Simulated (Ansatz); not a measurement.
CsPbCl3, cubic perovskite, relaxed with r2SCAN in Ansatz: the symmetry is Pm-3m (No. 221, cubic); conventional cell a = 5.677 Å, 36.59 Å³ an atom. Cs has 12 Cl at 4.01 Å; Pb has 6 Cl at 2.84 Å; Cl has 2 Pb at 2.84 Å and 4 Cs at 4.01 Å. The cell was then strained (x, y and z are the cube axes), with the atoms relaxed again; stress is positive in compression. No spin polarisation and no zero-point or thermal motion.

- Isotropic +1.0 % on every length: the pressure changes by -0.70 GPa.
- Epitaxial strain of +1.0 % in the (001) plane: the free normal strain is -0.26 % and the in-plane stress changes by -0.60 GPa.

Question: What bulk modulus does the isotropic step give?

Answer: Δ ln V = 3 ln(1.0100) = +0.0299, so B ≈ −ΔP/Δ ln V = 23 GPa.

Question: What do the film's normal strain and stress say about the elastic constants?

Answer: ε⊥/ε∥ = (-0.0026)/(+0.0100) = -0.26, which linear elasticity sets to −2C₁₂/C₁₁. The biaxial modulus is M = −Δσ/ε∥ = 60 GPa.

Question: How much elastic energy does the film store, with 36.59 Å³ an atom?

Answer: u = M ε∥² = −Δσ ε∥ = +0.60 × (+0.0100) = 0.0060 GPa, and 1 GPa Å³ is 6.2415 meV: 1.37 meV an atom. The total energies of the two runs differ by 1.35 meV an atom.
